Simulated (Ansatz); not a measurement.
Relaxed-ion elastic tensor of Cu$_{2}$O in space group Pn-3m (No. 224; Cu on 4b, O on 2a) in GPa (Voigt order), PBE (plane waves, PAW; program Ansatz); density 5.98 g/cm³, 13.24 Å³ per atom.

```
125  105  105  0.0  0.0  0.0
105  125  105  0.0  0.0  0.0
105  105  125  0.0  0.0  0.0
0.0  0.0  0.0  7.9  0.0  0.0
0.0  0.0  0.0  0.0  7.9  0.0
0.0  0.0  0.0  0.0  0.0  7.9
```

### Question
Is the crystal mechanically stable?

### Answer
Yes: the smallest eigenvalue of C is 7.9 GPa.

### Question
Work out the Voigt, Reuss and Hill averages.

### Answer
K_V = 112, K_R = 112, K_H = 112; G_V = 8.6, G_R = 8.5, G_H = 8.5 GPa.

### Question
Give Young's modulus, Poisson's ratio, Pugh's ratio and the universal anisotropy index.

### Answer
E = 9KG/(3K + G) = 25.0 GPa; ν = 0.46; K/G = 13.12 (ductile by the Pugh limit of 1.75); A_U = 5G_V/G_R + K_V/K_R − 6 = 0.05.

### Question
Estimate the sound speeds and the Debye temperature.

### Answer
v_l = √((K + 4G/3)/ρ) = 4540 m/s, v_t = √(G/ρ) = 1190 m/s, mean 1360 m/s; Θ = (h/k)(3n/4πV)^(1/3) v_m = 171 K.

### Question
Give the Zener ratio and Young's modulus along [100], [110] and [111].

### Answer
A = 2C44/(C11 − C12) = 0.82; 1/E = S11 − 2(S11 − S12 − S44/2)Γ with Γ = 0, 1/4, 1/3 gives 28.0, 24.2, 23.1 GPa.

### Question
Solve the Christoffel equation for the three sound speeds along [100], [110], [111].

### Answer
Eigenvalues of C_ijkl n_j n_l equal ρv². In km/s, slowest first: [100] 1.15, 1.15, 4.56; [110] 1.15, 1.27, 4.53; [111] 1.23, 1.23, 4.52.

The PBE relaxation kept the symmetry of its start; phonons on a q-mesh show no instability. The run is not spin-polarised. No Hubbard U is applied.

Potentials: the later of the program's two PAW sets.
